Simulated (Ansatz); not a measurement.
# PC₃: rattling a relaxed structure

The structure comes from a generated guess, relaxed at this level; another structure or a mixture of phases may lie lower.

Computed with DFT PBE, scalar-relativistic, plane waves, PAW in Ansatz 0.2.0. Plane waves to 420 eV, a k mesh through Γ of 12×12×18 on the computed 4-atom cell and Gaussian smearing (0.10 eV); no spin polarisation.

The cell below (4 atoms, space group P-6m2 (No. 187)) is relaxed within its symmetry.

```yaml
crystal:
  lattice:
    - [3.94554, 0.00000, 0.00000]
    - [-1.97277, 3.41693, 0.00000]
    - [0.00000, 0.00000, 2.71729]
  atoms:
    - { symbol: P, position: [0.33333, 0.66667, 0.00000] }
    - { symbol: C, position: [0.12325, 0.87675, 0.50000] }
    - { symbol: C, position: [0.12325, 0.24649, 0.50000] }
    - { symbol: C, position: [0.75351, 0.87675, 0.50000] }
```

For the test a repeat of it with 8 atoms (edges 2.72, 3.95, 6.83 Å) was strained at random (σ = 1.5 % a component), the atoms were moved at random (σ = 0.05 Å), and all was relaxed again on a coarse 8×6×4 mesh (in the run’s order of axes) with 0.20 eV smearing, with no symmetry imposed.

An odd number of electrons in the primitive cell allows no gap without spin; a larger cell or a magnetic state could open one.

Q: Does it come back?

A: It returns, within 1 meV/atom of the unmoved cell on that mesh and with the same symmetry when read at 0.1 Å (Cm at 0.01 Å, so small strains and shifts remain). No instability shows in this cell; modes of other wave vectors, which need another repeat, aren't tested.
